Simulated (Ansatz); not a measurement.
Q: Name crystals whose computed values (plane-wave PAW r²SCAN (Ansatz code)) fall in these windows: gap (eV) 0.96 to 1.3; electron conductivity mass (mₑ) 0.45 to 0.60.

A: 

| crystal | gap (eV) | electron conductivity mass (mₑ) |
|---|---|---|
| CrAuS2, R-3m (Au on 3a, Cr on 3b, S on 6c) | 1.11 | 0.56 |
| Ba2NF, R-3m (Ba on 6c, N on 3b, F on 3a) | 1.20 | 0.56 |
Others may fit too.

Spin orders computed, not proven ground states: CrAuS2, R-3m (Au on 3a, Cr on 3b, S on 6c) ferromagnetic. Standing as an ambient phase not checked: CrAuS2, R-3m (Au on 3a, Cr on 3b, S on 6c); Ba2NF, R-3m (Ba on 6c, N on 3b, F on 3a). All cells were relaxed under the symmetry of their starts (and spin orders); stability against distortions was not tested throughout. Scalar-relativistic: spin–orbit coupling is off unless named, which matters more the heavier the elements.

Potentials: the later of the program's two PAW sets.
